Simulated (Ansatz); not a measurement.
A relaxed cell of BaTiO₃ (P4mm (No. 99)), relaxed on a k-mesh at least as fine as the one used below. These are PBE (plane waves to 420 eV, PAW, scalar-relativistic; Ansatz, a first-principles code) values and carry that method's errors. Γ-centred k-mesh 6×6×3 on the run's cell (coarser than for final values), Fermi–Dirac smearing 0.05 eV.

```xyz
10
Lattice="3.9852 0.0000 0.0000 0.0000 3.9852 0.0000 0.0000 0.0000 8.4077" Properties=species:S:1:pos:R:3 pbc="T T T"
Ba     0.0000     0.0000     4.1620
Ba     0.0000     0.0000     8.3658
Ti     1.9926     1.9926     1.9873
Ti     1.9926     1.9926     6.1911
O      0.0000     1.9926     2.1911
O      0.0000     1.9926     6.3949
O      1.9926     1.9926     0.1758
O      1.9926     1.9926     4.3797
O      1.9926     0.0000     2.1911
O      1.9926     0.0000     6.3949
```

The atoms are displaced along an unstable phonon of this cell by (Å):

```csv
atom,ux,uy,uz
Ba1,0.000,-0.017,0.000
Ba2,0.000,0.017,0.000
Ti3,0.000,0.139,0.000
Ti4,0.000,-0.139,0.000
O5,0.000,-0.104,0.000
O6,0.000,0.104,0.000
O7,0.000,0.001,0.000
O8,0.000,-0.001,0.000
O9,0.000,-0.150,0.000
O10,0.000,0.150,0.000
```

**Question.** What forces (eV/Å) and pressure result?

**Answer.** 
```json
[
 {"atom": "Ba1", "Fx": "0.00", "Fy": "-0.11", "Fz": "0.03"},
 {"atom": "Ba2", "Fx": "0.00", "Fy": "0.11", "Fz": "0.03"},
 {"atom": "Ti3", "Fx": "0.00", "Fy": "-2.45", "Fz": "0.22"},
 {"atom": "Ti4", "Fx": "0.00", "Fy": "2.45", "Fz": "0.22"},
 {"atom": "O5", "Fx": "0.00", "Fy": "0.14", "Fz": "0.01"},
 {"atom": "O6", "Fx": "0.00", "Fy": "-0.14", "Fz": "0.01"},
 {"atom": "O7", "Fx": "0.00", "Fy": "0.04", "Fz": "-0.46"},
 {"atom": "O8", "Fx": "0.00", "Fy": "-0.04", "Fz": "-0.46"},
 {"atom": "O9", "Fx": "0.00", "Fy": "2.24", "Fz": "0.20"},
 {"atom": "O10", "Fx": "0.00", "Fy": "-2.24", "Fz": "0.20"}
]
```

Pressure +5.5 GPa.

**Question.** Estimate the energy cost of the displacement in the harmonic approximation and compare with the calculation.

**Answer.** For a harmonic well ΔE = −½ Σ F·u = 0.690 eV a cell, or 69 meV/atom. The calculated energy relative to the undisplaced cell is +32 meV/atom, so anharmonic terms matter at this amplitude.

No spin polarisation in the result.

The run that gave the undisplaced cell could not lose the symmetry of its start.

The first start was generated by placing the elements on the sites of a structure type. A measured structure of BaTiO3 has the same space group, P4mm (No. 99); the sites were not compared with it.
